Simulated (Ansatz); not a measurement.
Relaxed-ion elastic tensor of La (dhcp (α-La type), P6_3/mmc) in GPa (Voigt order), PBEsol in the plane-wave PAW code Ansatz; density 6.81 g/cm³, 33.89 Å³ per atom.

|  | 1 | 2 | 3 | 4 | 5 | 6 |
|---|---|---|---|---|---|---|
| 1 | 54.8 | 17.2 | 9.2 | 0.0 | 0.0 | 0.0 |
| 2 | 17.2 | 54.8 | 9.2 | 0.0 | 0.0 | 0.0 |
| 3 | 9.2 | 9.2 | 61.1 | 0.0 | 0.0 | 0.0 |
| 4 | 0.0 | 0.0 | 0.0 | 15.7 | 0.0 | 0.0 |
| 5 | 0.0 | 0.0 | 0.0 | 0.0 | 15.7 | 0.0 |
| 6 | 0.0 | 0.0 | 0.0 | 0.0 | 0.0 | 18.8 |

Question: Is the crystal mechanically stable?

Answer: Yes: the smallest eigenvalue of C is 15.7 GPa.

Question: Work out the Voigt, Reuss and Hill averages.

Answer: K_V = 26.9, K_R = 26.9, K_H = 26.9; G_V = 19.0, G_R = 18.4, G_H = 18.7 GPa.

Question: Give Young's modulus, Poisson's ratio, Pugh's ratio and the universal anisotropy index.

Answer: E = 9KG/(3K + G) = 45.6 GPa; ν = 0.22; K/G = 1.44 (brittle by the Pugh limit of 1.75); A_U = 5G_V/G_R + K_V/K_R − 6 = 0.18.

Question: Estimate the sound speeds and the Debye temperature.

Answer: v_l = √((K + 4G/3)/ρ) = 2760 m/s, v_t = √(G/ρ) = 1660 m/s, mean 1830 m/s; Θ = (h/k)(3n/4πV)^(1/3) v_m = 169 K.

Question: How much does each axis shrink under pressure?

Answer: Linear compressibilities β_i = Σ_j S_ij (j = 1 to 3): x 12, y 12, z 13 per TPa.

Symmetry was held in the PBEsol relaxation. As this level gives no gap, shear constants depend on the k-mesh and smearing (Fermi–Dirac, 0.1 eV here). Scalar-relativistic: spin–orbit coupling is off unless named, which matters more the heavier the elements.

Potentials: the earlier of the program's two PAW sets. The files were generated under PBE; for other functionals the program regenerates the frozen cores, and for LDA and PBEsol the local potential too.
